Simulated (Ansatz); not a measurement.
ZrMo (Cmcm), relaxed with PBEsol (Ansatz, a program for electronic structure, plane waves, PAW): a = 3.181 Å, b = 11.889 Å, c = 4.024 Å, α = 90.00°, β = 90.00°, γ = 90.00°.

| Property | Result |
|---|---|
| ΔH_f (eV/atom) | 0.24 |

Question: The same phase is relaxed and computed with PBE in the same code. What are the cell and these values now?

Answer: a = 3.232 Å, b = 12.008 Å, c = 4.070 Å, α = β = γ = 90.00°.

* **ΔH_f (eV/atom)**: 0.22

Typed or built starts, not in the databases checked: ZrMo, Cmcm (Zr on 4c, Mo on 4c). All cells were relaxed under the symmetry of their starts (and spin orders); stability against distortions was not tested throughout. Rows with no word on spin ran without spin polarisation. Spin–orbit coupling is left out wherever it is not named.

Potentials: the later of the program's two PAW sets.

Ansatz is a plane-wave DFT program.

Formation energies count from the lowest solids of the elements computed at the same level, not from gases.
